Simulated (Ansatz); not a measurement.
Consider the following.

Ge$_{2}$Pt:
```cif
data_Ge4Pt2
_chemical_formula_sum 'Ge4 Pt2'
_space_group_name_H-M_alt 'Pnnm'
_space_group_IT_number 58
_space_group_name_Hall '-P 2 2n'
_cell_length_a 5.77930
_cell_length_b 6.20195
_cell_length_c 2.92034
_cell_angle_alpha 90.000
_cell_angle_beta 90.000
_cell_angle_gamma 90.000
loop_
_atom_site_label
_atom_site_type_symbol
_atom_site_symmetry_multiplicity
_atom_site_Wyckoff_symbol
_atom_site_fract_x
_atom_site_fract_y
_atom_site_fract_z
_atom_site_occupancy
Ge1 Ge 4 g 0.16717 0.62792 0.00000 1
Pt1 Pt 2 a 0.00000 0.00000 0.00000 1
```

This is the PBEsol-relaxed structure.

Problem. All from plane-wave PAW PBEsol (Ansatz code), unless another level is named. Give the electronic character.

Solution. metallic (no gap).

Problem. Predict the density of states at the Fermi level.

Solution. 0.31 states/eV per atom (mean over ±0.08 eV).

Problem. Predict the formation energy from the elements (no fitted shifts).

Solution. -0.38 eV/atom.

Problem. Predict the gap with spin–orbit coupling.

Solution. none (metallic).

The workflow started from a Materials Project entry (that database holds measured and hypothetical structures alike); the Crystallography Open Database files this formula in space group No. 58, but the cells were not matched. Its standing as an ambient phase is unchecked. The cell was relaxed with PBEsol under the symmetry of its start; of distortions, only those at the zone centre were tested. No spin polarisation was allowed. The references are the lowest solids computed at this level, not always the standard phases. Scalar-relativistic: spin–orbit coupling is off unless named, which matters more the heavier the elements.

Potentials: the later of the program's two PAW sets.
